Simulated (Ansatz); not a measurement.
## MgCu3H6Cl2O6, one structure, two calculations

Cell: an entry of the Crystallography Open Database (COD), its atoms then relaxed with PBE in this cell.

```
Mg Cu H Cl O
1.0
     6.27330    0.00000    0.00000
    -3.13665    5.43284    0.00000
     0.00000    0.00000    5.74720
Mg Cu H Cl O
1 3 6 2 6
Cartesian
  0.0000 0.0000 0.0000
  3.1367 0.0000 0.0000
  -1.5683 2.7164 0.0000
  1.5683 2.7164 0.0000
  -1.2368 4.3360 1.8535
  0.0000 2.1938 1.8535
  1.2368 4.3360 1.8535
  4.3734 1.0969 3.8937
  1.8999 1.0969 3.8937
  3.1367 3.2391 3.8937
  3.1367 1.8109 2.1931
  0.0000 3.6219 3.5541
  1.4892 4.4817 0.9118
  -1.4892 4.4817 0.9118
  0.0000 1.9023 0.9118
  3.1367 3.5306 4.8354
  4.6259 0.9511 4.8354
  1.6474 0.9511 4.8354
```

Atoms are numbered from 1 in the order listed; like atoms form one site, named after its first atom.

First run. Method: Kohn–Sham DFT in Ansatz, PBE, plane waves and PAW, scalar-relativistic, collinear spin, 420 eV cutoff, Γ-centred 4×4×4 k-points, Fermi–Dirac smearing 0.02 eV. Start moments as typed (μB): 1 on each Cu, none on the rest.

| site | atom | V_zz (10²¹ V/m²) | η | m (μB) |
| --- | --- | --- | --- | --- |
| Mg | 1 | 1.32 | 0.00 | 0.00 |
| Cu2 | 2 | -10.78 | 0.09 | 0.63 |
| Cu4 | 4 | -10.78 | 0.09 | 0.63 |
| H5 | 5 | 3.54 | 0.00 | 0.00 |
| H6 | 6 | 3.54 | 0.00 | 0.00 |
| Cl | 11 | 4.30 | 0.00 | 0.01 |
| O13 | 13 | 8.46 | 0.43 | 0.07 |
| O14 | 14 | 8.46 | 0.43 | 0.07 |

Second run. The same atoms and settings, except that the start moments (μB) are 0 1 1 -1 0 0 0 0 0 0 0 0 0 0 0 0 0 0 by atom.

Question: Given the first result, estimate the second.

Answer: 

```
site  atom    V_zz     η  change of V_zz  m (μB)
  Mg     1    1.28  0.01           -0.04    0.00
 Cu2     2  -10.99  0.07           -0.21    0.61
 Cu4     4  -11.10  0.09           -0.32   -0.59
  H5     5    3.54  0.00            0.00    0.00
  H6     6    3.54  0.01            0.00    0.00
  Cl    11    4.29  0.03           -0.01    0.00
 O13    13    8.28  0.61           -0.18    0.00
 O14    14    8.45  0.44           -0.01    0.07
```

The largest change of V_zz is on Cu4, from -10.78 to -11.10. In per cent, |V_zz| changes by -3 on Mg, +2 to +3 on Cu, 0 on H, 0 on Cl, -2 to 0 on O (all sites that start above 0.5). Where |V_zz| stays above 0.1, η moves most on O13, from 0.43 to 0.61. The absolute magnetisation of the cell goes from 3.2 to 2.8 μB.

The entry's hydrogen positions were far off; the other atoms hardly move on relaxation. The magnetic order is the one that the run reached from its start moments, not necessarily the measured one.
For the first run: With a gap of 0.4 eV on this mesh, the gradients can still move by some per cent as the k-mesh gets denser. All moments are parallel here, as the start or the cell imposes; many such compounds order antiparallel, where fields and spin densities carried over to other atoms largely cancel.
